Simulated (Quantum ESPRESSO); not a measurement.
# Hf2SnAl4Ta: different elements on one site, starting from this cell

A calculation, not a measurement. The program is pw.x of Quantum ESPRESSO 7.5 (plane-wave density functional theory). The cell is made up: eight metal atoms on a hexagonal close-packed lattice, with elements, volume, strain and displacements drawn at random and not relaxed, so it may be unstable or far from any real phase. PseudoDojo standard norm-conserving files set the functional (PBE unless stated); there is no spin polarisation or spin-orbit coupling, the Fermi-Dirac width of 0.25 eV means electrons at about 2900 K, and the masses in the input are unused placeholders. The tin pseudopotential is less sure than most, with forces differing by about three percent from a second method on plain tin. Heavy elements are run without spin-orbit coupling, which real alloys of them have. A spin test at this wide smearing found no moment, but such smearing suppresses magnetism that the real alloy may have.

The runs put different elements on site 2. Cell, positions, cutoff, mesh and smearing stay as in the input of run 1; sites are counted in its order. Stress in the tables is positive in tension.

Input of run 1:

```
&control calculation='scf', pseudo_dir='./dojo.nc.sr.pbe.v0_5.standard.upf', outdir='./o', disk_io='minimal', tprnfor=.true., tstress=.true. /
&system ibrav=0, nat=8, ntyp=4, nbnd=45, ecutwfc=84.00895049, nosym=.true., tot_charge=0,
 occupations='smearing', smearing='fd', degauss=0.0183746611
/
&electrons conv_thr=1.470e-08, electron_maxstep=70, mixing_beta=0.5 /
ATOMIC_SPECIES
Al 1.0 Al.upf
Hf 1.0 Hf.upf
Sn 1.0 Sn.upf
Ta 1.0 Ta.upf
CELL_PARAMETERS angstrom
-2.9402 -0.019 -0.0113
-0.0183 -0.0387 -4.724
-0.0659 -10.3856 -0.0824
ATOMIC_POSITIONS angstrom
Hf 0.0407 -0.0302 0.0263
Sn -0.1092 -5.1964 -0.0317
Al -0.175 -3.4314 -2.3005
Al -0.0979 -8.6422 -2.4504
Al -1.4237 -2.5164 0.0355
Hf -1.6248 -7.8215 -0.1331
Ta -1.4541 -0.7778 -2.354
Al -1.5072 -6.0414 -2.4705
K_POINTS automatic
9 6 3 1 1 1
```

| run | elements on sites 1 to 8 | -TS (eV) | pressure (GPa) | stress xx (GPa) | stress yy (GPa) | stress zz (GPa) | stress yz (GPa) | stress xz (GPa) | stress xy (GPa) | iterations |
| --- | --- | --- | --- | --- | --- | --- | --- | --- | --- | --- |
| 1 | Hf Sn Al Al Al Hf Ta Al | -1.053 | 9.56 | -15.40 | -0.93 | -12.35 | 0.16 | 0.40 | -0.50 | 16 |
| 2 | Hf Ru Al Al Al Hf Ta Al | -1.304 | -1.45 | -4.52 | 6.65 | 2.22 | 0.31 | 0.39 | -0.73 | 16 |
| 3 | Hf Ag Al Al Al Hf Ta Al | -0.991 | 4.10 | -8.61 | 1.08 | -4.78 | 0.43 | 0.40 | -0.52 | 13 |
| 4 | Hf W Al Al Al Hf Ta Al | -1.209 | 0.33 | -2.38 | 3.22 | -1.83 | 0.62 | 0.47 | -0.57 | 14 |
| 5 | Hf Ti Al Al Al Hf Ta Al | -1.367 | 3.64 | -6.51 | 1.01 | -5.43 | 0.89 | 0.49 | -0.24 | 16 |

Forces Fx Fy Fz (eV/Å):

```
site              run 1              run 2              run 3              run 4              run 5
   1  -0.31 -0.12 -0.20  -0.37 -0.19 -0.17  -0.34 -0.05 -0.19  -0.37 -0.29 -0.17  -0.35 -0.23 -0.19
   2    0.02 0.46 -0.18    0.03 0.46 -0.14   -0.04 0.50 -0.06    0.11 1.08 -0.26    0.18 0.49 -0.26
   3    0.29 0.62 -0.26   0.35 -0.17 -0.04    0.32 0.44 -0.10   0.31 -0.03 -0.16    0.25 0.25 -0.22
   4  -0.13 -0.27 -0.14  -0.15 -0.16 -0.14  -0.14 -0.11 -0.13  -0.14 -0.14 -0.15  -0.14 -0.06 -0.15
   5    -0.10 0.05 0.02   -0.15 -1.64 0.03   -0.12 -0.73 0.01   -0.17 -1.59 0.04   -0.19 -1.15 0.02
   6     0.46 0.68 0.16     0.45 1.51 0.38     0.48 0.38 0.29     0.47 1.00 0.36     0.49 0.98 0.37
   7   -0.14 -1.04 0.25   -0.12 -0.53 0.13   -0.16 -0.58 0.13   -0.10 -0.46 0.13   -0.09 -0.34 0.14
   8   -0.10 -0.38 0.35   -0.03 0.71 -0.04     0.00 0.15 0.05    -0.11 0.43 0.22    -0.14 0.07 0.29
```

Energies are left out, as each element's file has its own zero. A rerun of one cell of this series at a higher cutoff and on a denser mesh moved values by no more than 0.006 eV in energy, 0.04 GPa in stress and 0.010 eV/Å in force, and a second program with other atomic files agreed on that cell to 2 % rms in force and 0.5 GPa in pressure.